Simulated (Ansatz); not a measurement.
MoP:
```yaml
crystal:
  lattice:
    - [3.00276, 0.00000, 0.00000]
    - [0.00000, 3.00276, 0.00000]
    - [0.00000, 0.00000, 3.00276]
  atoms:
    - { symbol: Mo, position: [0.00000, 0.00000, 0.00000] }
    - { symbol: P, position: [0.50000, 0.50000, 0.50000] }
```

Relaxed with PBE. Special points in fractions of this cell's reciprocal vectors: Γ (0.000, 0.000, 0.000); X (0.000, 0.500, 0.000); M (0.500, 0.500, 0.000); R (0.500, 0.500, 0.500).

### Question
List the band energies nearest the Fermi level at these points for plane-wave PAW PBE (Ansatz code).

### Answer
In eV from the Fermi level; about four levels below and three above (degenerate sets whole), none deeper than 8.9 eV; points with the same levels are listed once.

```tsv
k	below	above
Γ	-3.90 -3.90	0.32 0.32 0.32
X	-8.14 -2.84 -2.84 -2.71	1.58 2.97 5.04
M	-4.85 -4.85 -3.27 -0.89 -0.89	2.18 2.42 3.07
R	-7.92 -7.10 -7.10 -7.10	3.21 3.21 3.53 3.53 3.53
```

Space group Pm-3m (CsCl type). A made-up cell: these elements were put on the sites of a structure type; neither database checked (COD, Materials Project) lists it. COD files the formula under space group No. 187, so this cell is another polymorph or a model. Whether it is the stable phase at ambient conditions was not checked. The cell was relaxed with PBE under the symmetry of its start; whether a distortion lowers the energy is not shown. No spin polarisation was allowed. Scalar-relativistic: spin–orbit coupling is off unless named, which matters more the heavier the elements.

Potentials: the later of the program's two PAW sets.
